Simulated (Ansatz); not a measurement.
**Kick test of a cell of LiBeF3**

The cell was found from a structure generator's guess, not taken from experiment.

Theory: DFT PBE, scalar-relativistic, plane waves, PAW (Ansatz). Plane waves to 420 eV, a k mesh through Γ of 6×6×6 on the computed 5-atom cell and Gaussian smearing (0.02 eV); no spin polarisation.

The cell below (5 atoms, space group Pm-3m (No. 221)) is relaxed within its symmetry.

```
Li Be F
1.0
     3.49787    0.00000    0.00000
     0.00000    3.49787    0.00000
     0.00000    0.00000    3.49787
Li Be F
1 1 3
Direct
  0.50000 0.50000 0.50000
  0.00000 0.00000 0.00000
  0.50000 0.00000 0.00000
  0.00000 0.50000 0.00000
  0.00000 0.00000 0.50000
```

For the test a repeat of it with 10 atoms (edges 3.50, 3.50, 7.00 Å) was strained at random (σ = 1.5 % a component), the atoms were moved at random (σ = 0.10 Å), and all was relaxed again on a coarse 4×4×2 mesh (in the run’s order of axes) with 0.10 eV smearing, with no symmetry imposed.

Q: Is the structure stable against such a distortion?

A: It doesn't return. The energy falls by 295 meV/atom on that mesh, the volume changes by 37.9 %, and the end has space group Amm2 (No. 38) at a loose tolerance. Relaxed again on an 8×6×6 mesh with 0.02 eV smearing, the new structure lies 295 meV/atom below the first (mesh in the axes of the run's cell; the cell below is made exact in the group named). Space group Amm2 (No. 38), orthorhombic, a = 2.768 Å, b = 5.228 Å, c = 8.165 Å. Li is surrounded by 5 F at 1.94–2.05 Å; around Be lie 2 F at 1.52 Å and 2 F at 1.65 Å; around F on a site of symmetry mm2 lie 2 Be at 1.65 Å and 1 Li at 2.05 Å; around F on a site of symmetry m lie 1 Be at 1.52 Å and 2 Li at 1.94 Å.

```yaml
crystal:
  lattice:
    - [2.76799, 0.00000, 0.00000]
    - [0.00000, 2.61395, 4.08271]
    - [0.00000, -2.61395, 4.08271]
  atoms:
    - { symbol: Li, position: [0.50000, 0.69394, 0.69394] }
    - { symbol: Be, position: [0.00000, 0.05478, 0.05478] }
    - { symbol: F, position: [0.50000, 0.94462, 0.94462] }
    - { symbol: F, position: [0.00000, 0.90516, 0.40103] }
    - { symbol: F, position: [0.00000, 0.40103, 0.90516] }
```
